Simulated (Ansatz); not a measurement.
BaTiO3:
Space group Pm-3m (No. 221); a = b = c = 4.0193 Å, α = β = γ = 90.00°

```tsv
atom	site	symmetry	x	y	z
Ba	1b	m-3m	0.5000	0.5000	0.5000
Ti	1a	m-3m	0.0000	0.0000	0.0000
O	3d	4/mm.m	0.0000	0.0000	0.5000
```

Relaxed with PBE. 

HSE06 on this cell (Ansatz, an electronic-structure program, PAW) gives a gap of 3.15 eV. What does PBE give?

1.78 eV.

Cost on shared cores: the PBE run (SCF on a 7×7×7 mesh, then bands and DOS) very roughly 24 core-seconds, the HSE06 run (SCF on 4×4×4, then a few points) roughly 110 core-seconds; the tasks are unlike.

This is a known high-temperature phase of the composition, computed here at zero pressure and temperature. The cell was relaxed with PBE under the symmetry of its start. At this level the phase is dynamically unstable (imaginary phonons). No spin polarisation was allowed. Scalar-relativistic: spin–orbit coupling is off unless named, which matters more the heavier the elements.

Potentials: the later of the program's two PAW sets.

Ansatz is a plane-wave DFT program.
